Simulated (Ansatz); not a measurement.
Mo₃Ir (Cu3Au type, space group No. 221), plane-wave PAW r²SCAN (Ansatz code), all energies at zero smearing, with the estimated change up to a 700 eV cutoff added, with one set of potentials and settings (totals compare only within such a set). Cell of 4 atoms (3 Mo, 1 Ir): -26852.885 eV.

```json
[
 {"element": "Mo", "reference phase": "Im-3m, 1 atoms in the cell", "E (eV/atom)": "-4967.6249"},
 {"element": "Ir", "reference phase": "Fm-3m, 1 atoms in the cell", "E (eV/atom)": "-11950.0469"}
]
```

Formation energy per atom, worked out: (-26852.885 − 3×(-4967.6249) − 1×(-11950.0469))/4 = 0.009 eV/atom (1 kJ per mol of atoms), at 0 K, without zero-point energy or fitted corrections.

Space group Pm-3m (Cu3Au type). The cell is a constructed one: a structure type filled with these elements; neither database checked (COD, Materials Project) lists it. Its standing as an ambient phase is unchecked. Symmetry was held in the r²SCAN relaxation; whether a distortion lowers the energy is not shown. No spin polarisation was allowed. The references are the lowest solids computed at this level, not always the standard phases. Scalar-relativistic: spin–orbit coupling is off unless named, which matters more the heavier the elements.

Potentials: the earlier of the program's two PAW sets.
